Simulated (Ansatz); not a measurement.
AlN:
```
AlN
1.0
    2.83285     0.00000     0.00000
   -1.41642     2.45332     0.00000
    0.00000     0.00000     4.84096
Al N
2 2
Direct
  0.00000   0.00000   0.00000
  0.00000   0.00000   0.50000
  0.33333   0.66667   0.25000
  0.66667   0.33333   0.75000
```

Relaxed with r²SCAN. Independent-particle spectrum: no excitons, no local fields, no scissors shift; 0.1 eV broadening; ε₁ of the summed bands alone.

Tabulate the dielectric function from plane-wave PAW r²SCAN (Ansatz code).



```tsv
E (eV)	ε₁ xx	ε₂ xx	ε₁ zz	ε₂ zz
0.0	4.68	0.00	4.85	0.00
0.4	4.69	0.00	4.86	0.00
0.8	4.71	0.00	4.88	0.00
1.2	4.74	0.00	4.91	0.00
1.6	4.78	0.00	4.95	0.00
2.0	4.83	0.00	5.01	0.00
2.4	4.90	0.00	5.08	0.00
2.8	4.99	0.00	5.18	0.00
3.2	5.09	0.00	5.29	0.00
3.6	5.22	0.00	5.42	0.00
4.0	5.37	0.00	5.59	0.00
4.4	5.56	0.00	5.79	0.00
4.8	5.80	0.00	6.04	0.00
5.2	6.09	0.00	6.34	0.00
5.6	6.50	0.00	6.74	0.00
6.0	7.16	0.20	7.26	0.00
6.4	7.57	0.49	8.06	0.02
6.8	8.20	0.68	8.98	0.47
7.2	9.60	1.15	10.15	0.77
7.6	10.16	2.63	12.22	1.75
8.0	11.23	4.64	14.99	4.11
8.4	10.51	5.88	15.37	10.79
8.8	11.95	8.87	12.09	19.26
9.2	8.54	12.14	-1.84	16.11
9.6	5.68	13.39	-1.30	9.79
10.0	1.02	13.13	0.11	8.96
10.4	-1.07	10.71	-0.54	7.83
10.8	-1.41	8.54	-0.41	7.09
11.2	-1.77	8.32	-0.93	6.64
11.6	-2.23	6.06	-0.83	5.51
12.0	-1.04	5.38	-0.28	5.08
```

From ε at 6.9 eV (xx: 8.43 + 0.72i), find n, k, the normal reflectivity and the absorption coefficient.

n = 2.91, k = 0.124, R = 24 %, α = 2kE/ħc = 87000 cm⁻¹.

With all bands, ε∞ without local fields is 4.78 (xx = yy), 4.95 (zz).

Space group P6_3/mmc (NiAs type). The cell is a constructed one: a structure type filled with these elements; the Crystallography Open Database copy checked does not list it. It is not the phase usual at ambient conditions (space group No. 186, 216). Symmetry was held in the r²SCAN relaxation; its stability against distortions is not shown here.

Potentials: the later of the program's two PAW sets.
